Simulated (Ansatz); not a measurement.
## Ta2CoO6: does the functional change the magnetic order?

```
Ta Co O
1.0
     4.73580    0.00000    0.00000
     0.00000    4.73580    0.00000
     0.00000    0.00000    9.17080
Ta Co O
4 2 12
Direct
  0.00000 0.00000 0.33040
  0.50000 0.50000 0.83040
  0.50000 0.50000 0.16960
  0.00000 0.00000 0.66960
  0.00000 0.00000 0.00000
  0.50000 0.50000 0.50000
  0.31090 0.31090 0.00000
  0.18910 0.81090 0.50000
  0.68910 0.68910 0.00000
  0.81090 0.18910 0.50000
  0.29670 0.29670 0.32550
  0.20330 0.79670 0.82550
  0.70330 0.70330 0.32550
  0.79670 0.20330 0.82550
  0.79670 0.20330 0.17450
  0.70330 0.70330 0.67450
  0.20330 0.79670 0.17450
  0.29670 0.29670 0.67450
```

The same starts (parallel, antiparallel patterns that fit this cell, and no moments) were run with plane-wave PAW DFT (Ansatz 0.2.0; atoms fixed, collinear spin, no spin-orbit coupling; 6×6×3 Γ-centred mesh, fermi-dirac occupations of width 0.050 eV) at these levels: r2SCAN, 500 eV; r2SCAN with U_eff = 3.0 eV on Co d (all-electron-ortho-atomic projectors), 500 eV.

Question: Which order does each level favour, and how strongly?

Answer: The runs give, at zero smearing:

| level | lowest state | mean moment on Co (μB) | parallel less best compensated antiparallel (meV per Co) | gain over no moments (meV per Co) |
| --- | --- | --- | --- | --- |
| r2SCAN | parallel moments | 2.58 | -2 | 1587 |
| r2SCAN + U | parallel moments | 2.63 | -1 | 2493 |

Site moments are taken in small spheres that don't touch (radius about 0.4 of the atom's shortest bond), so those of the magnetic atoms read low. The two orders aren't resolved at any level: the difference runs from -2 to -1 meV per Co.

The cell is that of a Crystallography Open Database entry, unchanged.

Caveats: only orders that fit this cell were tried, so the true order may need a larger cell or canted moments; atoms and cell are held at the entry's values; differences under about 5 meV per magnetic atom weren't tested against a denser mesh or another U, and are taken as unresolved; the U is a value in common use, not computed for this crystal; the state without moments isn't the paramagnet, so the last column is no ordering energy, and a U inflates it; the nearest magnetic pairs stand parallel in every state found, so their coupling isn't measured.
